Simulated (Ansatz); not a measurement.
This cell of Al2Cu (Al2Cu type, space group I4/mcm) is off equilibrium:

```yaml
crystal:
  lattice:
    - [-3.02971, 3.02971, 2.43697]
    - [3.02971, -3.02971, 2.43697]
    - [3.02971, 3.02971, -2.43697]
  atoms:
    - { symbol: Al, position: [0.65828, 0.15828, 0.81655] }
    - { symbol: Al, position: [0.87813, 0.69468, 0.57282] }
    - { symbol: Al, position: [0.15828, 0.34172, 0.50000] }
    - { symbol: Al, position: [0.34172, 0.84172, 0.18345] }
    - { symbol: Cu, position: [0.25000, 0.25000, 0.00000] }
    - { symbol: Cu, position: [0.75000, 0.75000, 0.00000] }
```

Calculation: PBE (plane waves to 420 eV, PAW, scalar-relativistic; Ansatz, a quantum-chemistry and plane-wave program). k mesh 10×10×10 (Γ-centred), Fermi-Dirac smearing 0.05 eV. Energies are smeared free energies. Compression counts positive. With partly filled bands, energies and forces of such displacements shift with the k mesh and the smearing. Al2Cu is run without spin polarisation. Al2Cu was relaxed with its symmetry unable to fall. The PAW data are Ansatz's earlier set.

What forces act on the atoms (eV/Å, Cartesian)?


| atom | Fx | Fy | Fz |
|---|---|---|---|
| Al1 | 0.079 | 0.035 | 0.000 |
| Al2 | -1.763 | -1.208 | 0.000 |
| Al3 | 0.015 | -0.004 | 0.000 |
| Al4 | 0.087 | 0.189 | 0.000 |
| Cu5 | 0.791 | 0.494 | 0.534 |
| Cu6 | 0.791 | 0.494 | -0.534 |

What is the stress tensor (GPa)?


```
    3.9      1.1      0.0
    1.1     -0.3      0.0
    0.0      0.0      1.6
```
The pressure, a third of the trace, is 1.8 GPa.

In it atom 2 sits (0.221, 0.221, 0.000) Å away from its relaxed site. What is its energy relative to the relaxed cell?

309 meV/cell.

(For displaced atoms, the force is minus the slope of the energy, and its curvature is a force constant, which sets phonon frequencies.)
